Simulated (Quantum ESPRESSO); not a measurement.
Mo3WS7Se, convergence and cost over cutoff and k mesh

Simulated, not a measurement. The program is pw.x of Quantum ESPRESSO 7.5 (plane-wave density functional theory). The cell is made up: 12 atoms on a layered 2H lattice, with randomly drawn elements, strain and displacements, not relaxed. PseudoDojo standard norm-conserving files (v0.5 for PBE, v0.4.1 for LDA and PBEsol) set the functional; there is no spin polarisation, spin-orbit coupling or dispersion term, and the masses in the input are unused placeholders.

Input of the run in row 4:

```
&control calculation='scf', pseudo_dir='./dojo.nc.sr.pbe.v0_5.standard.upf', outdir='./o', disk_io='low', tprnfor=.true., tstress=.true. /
&system ibrav=0, nat=12, ntyp=4, nbnd=63, ecutwfc=85.99341389, nosym=.true., tot_charge=0,
 occupations='smearing', smearing='fd', degauss=0.0018374661
/
&electrons conv_thr=7.350e-09, electron_maxstep=60, /
ATOMIC_SPECIES
Mo 1.0 Mo.upf
S 1.0 S.upf
Se 1.0 Se.upf
W 1.0 W.upf
CELL_PARAMETERS angstrom
3.2297 0.0 0.0
0.0 5.594 0.0
0.0 0.0 12.8152
ATOMIC_POSITIONS angstrom
Mo 0.0163 1.8856 3.2153
W 1.6051 0.9341 9.6355
Mo 1.6169 4.6571 3.1289
Mo 0.0037 3.7219 9.6877
S 0.0192 1.9492 8.0496
S 0.0304 1.8805 11.1982
S 1.5283 0.918 1.6396
S 1.6379 0.9428 4.8551
Se 1.6127 4.6906 8.0022
S 1.6306 4.7079 11.2455
S 0.0017 3.731 1.5966
S -0.0387 3.728 4.78
K_POINTS automatic
7 4 2 1 1 1
```

The same cell was run at these settings. Meshes are shifted by half a step, and differences are from the last row, which is itself not exact.

| cutoff (eV) | k mesh | k points solved | threshold (eV) | free energy less the last row's (eV) | pressure (GPa) | largest stress difference (GPa) | largest force difference (eV/Å) | iterations | wall time (s) | k-point pools | processor |
| --- | --- | --- | --- | --- | --- | --- | --- | --- | --- | --- | --- |
| 819 | 2 x 2 x 2 | 4 | 1e-04 | 0.274 | -14.39 | 12.58 | 0.484 | 16 | 31 | 4 | AMD EPYC, Zen 5 class |
| 1170 | 2 x 2 x 2 | 4 | 1e-07 | -1.291 | -4.02 | 2.19 | 0.478 | 23 | 65 | 4 | AMD EPYC, Zen 5 class |
| 690 | 7 x 4 x 2 | 28 | 1e-07 | 11.792 | -54.45 | 51.52 | 0.020 | 24 | 118 | 4 | AMD EPYC, Zen 5 class |
| 1170 | 7 x 4 x 2 | 28 | 1e-07 | 0.002 | -2.95 | 0.01 | 0.002 | 21 | 266 | 4 | AMD EPYC, Zen 5 class |
| 1467 | 9 x 6 x 4 | 108 | 1e-07 | 0.000 | -2.95 | 0.00 | 0.000 | 23 | 1216 | 4 | AMD EPYC, Zen 5 class |

Each pool is one process. Wall times include start-up and a band step at six k points, which weighs most on the coarsest meshes. The runs were on shared virtual cores whose load varied, so times are rough.